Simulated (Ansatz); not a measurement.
## ScAu: from a starting cell to a relaxed one

The start is a generated trial cell of ScAu in the AFLOW prototype AB_hP6_191_f_ad (B35, as in CoSn). A full variable-cell relaxation at zero pressure is run with PBEsol (plane waves to 420 eV, PAW, scalar-relativistic; Ansatz, a quantum-chemistry and plane-wave program). The first steps use a coarse 7×7×7 k-mesh.

Starting cell:
```
CELL_PARAMETERS angstrom
      5.51037     0.00000     0.00000
     -2.75519     4.77212     0.00000
      0.00000     0.00000     4.44640
ATOMIC_POSITIONS crystal
  Au 0.50000 0.00000 0.00000
  Au 0.50000 0.50000 0.00000
  Au 0.00000 0.50000 0.00000
  Sc 0.00000 0.00000 0.00000
  Sc 0.33333 0.66667 0.50000
  Sc 0.66667 0.33333 0.50000
```

```json
{
 "initial_pressure": "+15.5 GPa (positive: the cell is compressed)",
 "outcome": "The space group stays P6/mmm (No. 191) (the run could not lower it); the end is AFLOW prototype AB_hP6_191_f_ad (B35, as in CoSn), with 6 atoms in the primitive cell",
 "energy_released": "0.12 eV/atom",
 "volume_change": "+13.5 %, from 19.49 to 22.12 Å³/atom",
 "Shortest distances (start → end)": "The closest pairs of elements (up to four, under 3.6 Å), start → end: Au–Sc 2.73 → 2.80 Å; Au–Au 2.76 → 2.93 Å; Sc–Sc 3.18 → 3.38 Å",
 "band_gap_at_the_end": "no gap (metallic)",
 "optimiser_moves": "9"
}
```

Final structure:

```cif
data_Au3Sc3
_chemical_formula_sum 'Au3 Sc3'
_space_group_name_H-M_alt 'P6/mmm'
_space_group_IT_number 191
_space_group_name_Hall '-P 6 2'
_cell_length_a 5.85047
_cell_length_b 5.85047
_cell_length_c 4.47740
_cell_angle_alpha 90.000
_cell_angle_beta 90.000
_cell_angle_gamma 120.000
loop_
_atom_site_label
_atom_site_type_symbol
_atom_site_symmetry_multiplicity
_atom_site_Wyckoff_symbol
_atom_site_fract_x
_atom_site_fract_y
_atom_site_fract_z
_atom_site_occupancy
Au1 Au 3 f 0.00000 0.50000 0.00000 1
Sc1 Sc 1 a 0.00000 0.00000 0.00000 1
Sc2 Sc 2 d 0.33333 0.66667 0.50000 1
```

Final values are on a 9×9×11 k-mesh of the relaxed cell. No spin polarisation in the result.

The run could not lose the symmetry of its start, so the end can be a saddle point.

All atoms sit on sites fixed by symmetry, so only the cell could relax.

The relaxed structure here is a generated cell of ScAu: the first start was made by placing the elements on the sites of a structure type, and the end was not matched to a known phase here, so it may be hypothetical.
